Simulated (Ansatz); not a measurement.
Values for one crystal, relaxed and computed with the program Ansatz at the r²SCAN level (PAW); other levels are named.

```yaml
volume_per_atom: 37.68 Å³
electronic_character: metallic (no gap)
Bulk modulus (Birch–Murnaghan fit): 7.6 GPa
Poisson's ratio: 0.33
mechanical_stability: stable (all eigenvalues of C positive)
Elastic constants (relaxed ions, GPa): C11 = 8.7, C12 = 7.1, C44 = 6.3
Young's modulus: 7.6 GPa
```

Pick the material that matches.
A. Na, bcc (W type)
B. Ca, bcc (W type)
C. W, bcc (W type)
D. Mo, bcc (W type)

A, Na, bcc (W type)

Space group Im-3m (bcc (W type)). The r²SCAN relaxation kept the symmetry of its start. As this level gives no gap, shear constants depend on the k-mesh and smearing (Fermi–Dirac, 0.1 eV here).

Potentials: the earlier of the program's two PAW sets. The files were generated under PBE; for other functionals the program regenerates the frozen cores, and for LDA and PBEsol the local potential too.
